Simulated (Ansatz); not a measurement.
TaGe:
```
TaGe
1.0
    3.67919     0.00000     0.00000
   -1.83960     3.18627     0.00000
    0.00000     0.00000     6.35940
Ta Ge
2 2
Direct
  0.00000   0.00000   0.00000
  0.00000   0.00000   0.50000
  0.33333   0.66667   0.25000
  0.66667   0.33333   0.75000
```

Relaxed with PBE. Special points in fractions of this cell's reciprocal vectors: Γ (0.000, 0.000, 0.000); M (0.500, 0.000, 0.000); K (0.333, 0.333, 0.000); A (0.000, 0.000, 0.500); L (0.500, 0.000, 0.500); H (0.333, 0.333, 0.500).

Q: List the band energies nearest the Fermi level at these points for PBE in the plane-wave PAW code Ansatz.

A: In eV from the Fermi level; about four levels below and three above (degenerate sets whole), none deeper than 8.9 eV; points with the same levels are listed once.

```csv
k,below,above
Γ,-0.17 -0.17 -0.08 -0.08,2.13 2.29 2.29
M,-2.64 -2.46 -2.13 -1.73,0.36 0.40 1.72
K,-3.96 -3.96 -2.59 -2.59 -0.92,0.70 1.15 1.15
A,-1.57 -1.57 -1.57 -1.57,0.63 0.63 0.63 0.63
L,-1.65 -1.65 -0.46 -0.46,2.19 2.19 2.59 2.59
H,-3.48 -3.48 -2.48 -2.48,0.12 0.12 1.42 1.42
```

Space group P6_3/mmc (NiAs type). The cell is a constructed one: a structure type filled with these elements; neither database checked (COD, Materials Project) lists it. Whether it is the stable phase at ambient conditions was not checked. The PBE relaxation kept the symmetry of its start; its stability against distortions is not shown here. No spin polarisation was allowed. Spin–orbit coupling is left out wherever it is not named.

Potentials: the later of the program's two PAW sets.
